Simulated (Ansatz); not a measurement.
TlCl (CsCl type, Pm-3m), a = b = c = 3.6942 Å, α = β = γ = 90.00°.

Relaxed with LDA. Plane-wave PAW LDA (Ansatz code) gives a gap of 1.57 eV.

### Question
What gap does HSE06 give on the same cell (Ansatz, PAW)?

### Answer
2.46 eV, 0.89 eV more. The hybrid was solved on a coarser mesh and at special points; its gap is the smallest among all of these.

```
k  v1 LDA  c1 LDA    v1 HSE06    c1 HSE06
-  ------  ------  ----------  ----------
Γ   -2.08    7.28  (withheld)  (withheld)
R   -2.20    1.85  (withheld)  (withheld)
M   -1.48    4.82  (withheld)  (withheld)
X    0.00    1.57        0.00        2.46
```

### Question
Top valence (v1) and lowest conduction level (c1) in eV from each method's valence maximum (which need not be a listed point): supply the withheld HSE06 values.

### Answer

- M, v1 HSE06: -1.94
- M, c1 HSE06: 5.84
- R, v1 HSE06: -1.96
- R, c1 HSE06: 2.73
- Γ, v1 HSE06: -2.56
- Γ, c1 HSE06: 8.34

Cost on shared cores: the LDA run (SCF on a 8×8×8 mesh, then bands and DOS) roughly 13 core-seconds, the HSE06 run (SCF on 6×6×6, then a few points) roughly 120 core-seconds; the tasks are unlike.

The LDA relaxation kept the symmetry of its start. Spin–orbit coupling is left out wherever it is not named.

Potentials: the later of the program's two PAW sets.
